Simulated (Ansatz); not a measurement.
Calculation for zincblende GaP (110), 3 layers: DFT, r2SCAN, PAW with Ansatz's default frozen-core files, scalar-relativistic (Ansatz 0.2.0). This run: core holes in 2p of Ga.

The slab is cut from a bulk crystal relaxed on PAW files (its atoms may have been relaxed since), whose type needn't be the stable one.

Command: `ansatz run input.yaml --threads 2 --pin off --max-ram 4096MiB --backend cpu --events-out ev --progress --plain --runs-dir out` It took 69 s on 2 threads of Intel(R) Xeon(R) 6975P-C (Granite Rapids), with other jobs on the host, peak memory 1.3 GiB.

```yaml
crystal:
  lattice:
    - [3.8544998748, 0.0, 0.0]
    - [0.0, 5.4510859991, 0.0]
    - [0.0, 0.0, 19.8545]
  atoms:
    - { symbol: Ga, position: [0.25, 0.0890755679, 0.4198976797] }
    - { symbol: P, position: [0.75, 0.87438343, 0.3928844445] }
    - { symbol: Ga, position: [0.75, 0.6647526508, 0.4999978798] }
    - { symbol: P, position: [0.25, 0.4084285688, 0.5000024575] }
    - { symbol: Ga, position: [0.25, 0.0890366709, 0.5801126788] }
    - { symbol: P, position: [0.75, 0.8743231116, 0.6071048598] }
kpoints:
  mp_grid: { grid: [7, 5, 1] }
scf:
  occupations: { method: fermi_dirac, width: 0.02 }
hamiltonian:
  xc: r2scan
  pseudopotentials: { kind: paw }
output:
  forces: true
  stress: true
  eigenvalues: true
  core_levels:
    shells: { Ga: ["2p"] }
    counted_from: conduction_bottom
    add_spin: false
  write_density: true
  write_potential: true
  elf: true
  volumetric_format: npy
```

Output:

```
Engine: ansatz 0.2.0
Pseudopotentials: kind: paw
Pseudopotential: Ga, paw, valence charge 13, recommended cutoff 500 eV (meta_gga), Ga.paw.azcp
Pseudopotential: P, paw, valence charge 5, recommended cutoff 500 eV (meta_gga), P.paw.azcp
Functional definition: r2SCAN
  parameter k0 = 0.174
  parameter k1 = 0.065
  parameter a1 = 4.9479
  exchange = r2scan_x(k0 = k0, k1 = k1, a1 = a1)
  correlation = r2scan_c
Crystal: 6 atoms, lattice volume = 417.167 Å³
Basis set: ecut = 500 eV, 10469 PW (Γ), exchange–correlation on 120×160×600 points (64 copies of the dense FFT grid, shifted against one another)
Bands: 33, of which v1, the nominal top of the filled ones, is band 27 counted from 1 (26 counted from 0)
Symmetry: 2 space group operations
Space group: Pm (ITA 6), of the structure as read, at distance tolerance 7.5e-5 Å
k-points: 12 of 35 (time reversal used)
Non-local potential: Ga, projectors of the file, l = 0: 2, l = 1: 2, l = 2: 3, l = 3: 1
Non-local potential: P, projectors of the file, l = 0: 2, l = 1: 2, l = 2: 2
PAW form: soft (Blöchl's): semilocal exchange-correlation on the pseudo side does not see the compensation charge
PAW frozen core: Ga, regenerated for the run's functional (the file was generated under x = pbe(κ = 0.804, μ = 0.2195149727645171), c = pbe(β = 0.06672455060314922))
PAW frozen core: P, regenerated for the run's functional (the file was generated under x = pbe(κ = 0.804, μ = 0.2195149727645171), c = pbe(β = 0.06672455060314922))
PAW one-centre angular grid: Ga, 590 points (default); XC on 160 Gauss nodes
PAW one-centre angular grid: P, 302 points (default); XC on 160 Gauss nodes
Initial density: superposition of atomic densities (neutral atoms: chi_scale 0, normalization atom), corrected by the library's trained network
Initial wavefunctions: pseudopotential atomic-orbital guess
Functional: x = r2scan, c = r2scan; τ floored in thin density (d = 2e-4 eV/Å³)
SCF iter   1: F=—  HF=-13648.896438 eV  |F-HF|=—  |Δ(HF+E_count)|=         —  Δρ=4.91e-3  dr2=8.34e-2  dr2_τ=2.08e-2  ethr=1.77e-3  ⟨swp⟩=11.5  Hψ=2367  notcnv=0  defer=1
preconditioner: auto → Resta (q_TF=auto, 1.940 Å⁻¹)  ε∞=1.9  [insulator: Δε(μ)=0.849 eV  Ē_g=14.101 eV  σ=0.020 eV  W_gap=1.00  n_scr=44 (ndim 8)  ℏωp=13.4 eV  f_vac=0.636  D(μ)=0.00/eV (n_scr^D=0)  ε∞_Penn≈1.9  vacuum switching on, ρ_ref=1.4e-2 e/Å³]
SCF iter   2: F=—  HF=-13648.909514 eV  |F-HF|=—  |Δ(HF+E_count)|=   1.31e-2  Δρ=1.50e-3  dr2=1.12e-2  dr2_τ=3.91e-4  ethr=1.55e-4  ⟨swp⟩=3.2  Hψ=928  notcnv=0  defer=16
SCF iter   3: F=—  HF=-13648.909560 eV  |F-HF|=—  |Δ(HF+E_count)|=   4.63e-5  Δρ=1.05e-3  dr2=3.53e-3  dr2_τ=2.50e-5  ethr=2.08e-5  ⟨swp⟩=2.0  Hψ=760  notcnv=0  defer=16
SCF iter   4: F=—  HF=-13648.910487 eV  |F-HF|=—  |Δ(HF+E_count)|=   9.27e-4  Δρ=3.86e-4  dr2=7.33e-4  dr2_τ=3.92e-6  ethr=6.53e-6  ⟨swp⟩=2.8  Hψ=694  notcnv=0  defer=16
SCF iter   5: F=—  HF=-13648.910638 eV  |F-HF|=—  |Δ(HF+E_count)|=   1.50e-4  Δρ=9.08e-5  dr2=3.96e-5  dr2_τ=4.04e-7  ethr=1.36e-6  ⟨swp⟩=2.2  Hψ=551  notcnv=0  defer=16
SCF iter   6: F=—  HF=-13648.910631 eV  |F-HF|=—  |Δ(HF+E_count)|=   6.21e-6  Δρ=2.53e-5  dr2=3.75e-6  dr2_τ=9.48e-8  ethr=7.33e-8  ⟨swp⟩=2.0  Hψ=706  notcnv=0  defer=16
SCF iter   7: F=—  HF=-13648.910636 eV  |F-HF|=—  |Δ(HF+E_count)|=   4.58e-6  Δρ=1.06e-5  dr2=3.47e-6  dr2_τ=1.94e-8  ethr=6.95e-9  ⟨swp⟩=2.9  Hψ=835  notcnv=0  defer=16
SCF iter   8: F=—  HF=-13648.910636 eV  |F-HF|=—  |Δ(HF+E_count)|=   2.10e-7  Δρ=3.99e-6  dr2=4.36e-7  dr2_τ=4.21e-9  ethr=6.42e-9  ⟨swp⟩=2.0  Hψ=449  notcnv=0  defer=16
SCF iter   9: F=-13648.910636 eV  HF=-13648.910636 eV  |F-HF|=4.44e-10  |Δ(HF+E_count)|=   3.36e-8  Δρ=1.39e-6  dr2=1.24e-8  dr2_τ=4.06e-10  ethr=1.85e-10  ⟨swp⟩=18.2  Hψ=3384  notcnv=0
SCF 1 converged in 9 iterations: F = -13648.910636 eV  dr2 = 1.24e-8
  greatest PAW one-centre occupation: 0.994 electrons in one spin orbital (limit 2), on the Ga atom at site 4 (counted from 0), in its partial waves of l = 2
WARN: The output density's exchange-correlation potential varies sharply where the density is thin. Do not read a vacuum level from v_tot or v_xc, or from such a field of the output density. On a cell that repeats whose density bears no net charge and no dipole along the vacuum's axis use v_es (v_loc + v_h of the components); under efield.dipole_correction with no amplitude use v_es + v_field, which holds any external_charges[].barrier, or the levels of the report's work_function block, which leave it out; under a non-zero efield.amplitude the vacuum is tilted and has no level; on a cell that repeats and bears such a dipole with no correction it is tilted too, and efield.dipole_correction with no amplitude gives each side of its ramp a level where efield: is served; in a cell that repeats whose density bears a net charge (total_charge, or a fill off its count) it is curved and has none; of a slab under crystal.periodic whose density bears no net charge use v_es, which has a level on each side, short of where the two are joined; of another it falls or rises all the way out and has none; of a slab beside external_charges read slab_vacuum_level instead, which it has where they leave it neutral. The grid or the basis barely resolves most such structure, and the values can differ between equally converged runs; as a rule a tighter scf.convergence.dr2_threshold does not remove it. Where the density itself ripples (under the LDA too) a higher basis.ecutwfc lessens it. The files hold the spikes' plane waves up to the density's cutoff. Files: v_tot_of_output_density and the like, and their columns of v_z.tsv (output.write_potential); v_xc_of_output_density and the like, and their columns of v_comp_z.tsv (output.write_potential_components). Measured: with its Gaussian average of σ = 0.25 Å subtracted twice, the exchange-correlation potential is over 0.1 eV at 2136 of the grid points where the equally averaged density (valence and model cores) is under 1e-3 e/Å³, and 1.12 eV at the most among them, at an averaged density of 9.6e-4 e/Å³. The input density's (outcome.potential() and, of a run that writes arrays, v_tot and v_xc) is over 0.1 eV, so measured, at 2052 points of its own thin density, 1.14 eV at the most. See output.write_potential in the manual, Limitations
── core hole 1/3: 2p of Ga 0 ──
── 2p of Ga 0: 1128.685 eV over the cell without the hole, in 10 iterations ──
── core hole 2/3: 2p of Ga 2 ──
── 2p of Ga 2: 1128.752 eV over the cell without the hole, in 11 iterations ──
── core hole 3/3: 2p of Ga 4 ──
── 2p of Ga 4: 1128.685 eV over the cell without the hole, in 10 iterations ──
SCF converged after 9 iterations
Free energy (F): -13648.910636 eV
Harris-Foulkes:  -13648.910636 eV  (|F-HF|=4.44e-10)
Internal energy: -13648.910636 eV  (E = F + TS)
E sigma→0 (E₀):  -13648.910636 eV
Fermi energy:    -1.635219 eV
--- Per-component energies (eV) ---
  E_band       = -669.526582
  E_kinetic    = 549.553583
  E_local      = -29494.319901  (includes V_loc(G=0)·N_el)
  E_nonlocal   = 1379.399838
  E_hartree    = 14270.641312
  E_xc         = -359.032334
  E_vxc        = -369.733633  (∫ρ·V_xc dr)
  E_paw        = -7736.715022  (= ΣΔE_a)
  E_vpaw       = -1294.389937  (= ΣTr[D̂ρ^β])
  E_aug_tail   = -0.000123  (compensation charges beyond the density's cutoff)
  E_vtau       = 18.680648  (kinetic-family band-sum trace: ∫τ·v_τ [+ j·A + Jᵃ·Aᵃ] dr)
  E_ewald      = 7743.793748
  E_core_change = -2.231736  (= ΣΔE_core)
  E_smearing   = -0.000000  (= −TS)
  E_closure    = -0.000000  (closes the sum)
  Σ components = -13648.910636   (vs F -13648.910636, Δ=0.00e0)
--- Forces (eV/Å), atoms counted from 1 ---
  atom   1  Ga     0.00000000    -0.00001710     0.00057602
  atom   2  P      0.00000000    -0.00113366     0.00105687
  atom   3  Ga     0.00000000     0.00161909    -0.00126872
  atom   4  P      0.00000000    -0.00141567     0.00079138
  atom   5  Ga     0.00000000     0.00128795    -0.00220418
  atom   6  P      0.00000000    -0.00034205     0.00106239
  max |Σ_I F_I| component: 1.38e-5 eV/Å
--- Stress (GPa, compression-positive) ---
       -0.977513       0.000000       0.000000
        0.000000      -0.698956       0.001434
        0.000000       0.001434      -0.001711
  P = ⅓ Tr σ = -0.5594 GPa (-5.594 kbar)
--- Band table (eV; the first three rows and the last of 12) ---
  k-point 0: bands = ["-17.1837", "-17.1375", "-17.1184", "-17.0216", "-17.0136", "-16.9999", "-16.9972", "-16.9552", "-16.9535", "-16.9305", "-16.8374", "-16.7910", "-16.7491", "-16.7131", "-16.7011", "-14.1881", "-12.5039", "-11.7025", "-8.2287", "-5.9877", "-5.4179", "-4.6032", "-4.1795", "-2.9578", "-2.7646", "-2.7549", "-2.0463", "0.0617", "0.2146", "1.4124", "1.5449", "2.3301", "2.6477"]
  k-point 1: bands = ["-17.1868", "-17.1381", "-17.1183", "-17.0218", "-17.0131", "-16.9976", "-16.9956", "-16.9536", "-16.9528", "-16.9307", "-16.8414", "-16.7927", "-16.7502", "-16.7120", "-16.7005", "-14.0252", "-12.4728", "-12.0838", "-7.9751", "-6.4701", "-5.2497", "-4.0987", "-4.0253", "-3.0140", "-2.9412", "-2.5795", "-2.3259", "0.0783", "0.5779", "1.0646", "1.6456", "2.0939", "2.3817"]
  k-point 2: bands = ["-17.1917", "-17.1390", "-17.1180", "-17.0219", "-17.0122", "-16.9983", "-16.9887", "-16.9517", "-16.9511", "-16.9312", "-16.8480", "-16.7955", "-16.7520", "-16.7105", "-16.6994", "-13.5592", "-12.8404", "-12.4205", "-7.6091", "-6.9688", "-5.1224", "-3.5918", "-3.5852", "-3.0288", "-2.9443", "-2.9140", "-2.2614", "-0.4119", "0.6921", "1.0853", "2.0111", "2.0565", "2.5143"]
  k-point 11: bands = ["-17.1660", "-17.1018", "-17.0987", "-17.0560", "-17.0532", "-17.0145", "-17.0002", "-16.9700", "-16.9536", "-16.8873", "-16.8455", "-16.7785", "-16.7390", "-16.7177", "-16.7020", "-12.4741", "-11.8992", "-11.3285", "-8.6813", "-7.9006", "-7.8849", "-4.9537", "-4.8535", "-4.0911", "-3.8185", "-2.7626", "-2.4264", "-0.5463", "1.1982", "1.4211", "2.0377", "2.3282", "3.6586"]
--- Core levels from the conduction bottom, as differences alone (as output.core_levels.counted_from types it; a hole's nearest image at 3.9 Å) ---
  the holes have no spin, as output.core_levels.add_spin types it
  atom         alike  shell      binding/eV   shift/eV difference/eV images/eV   SCF
  Ga 0             1     2p               –     +0.000      1128.685         –    10
  Ga 2             1     2p               –     +0.067      1128.752         –    11
  Ga 4             1     2p               –     +0.000      1128.685         –    10
  the dataset of Ga with a 2p hole: scattering error 0.006 eV; free atom: scalar-relativistic, large and small components
  the two lines of Ga's 2p: 2p1/2 +18.051 eV and 2p3/2 -9.026 eV off its levels, 1 : 2 in strength
```

The PAW files were made under PBE.
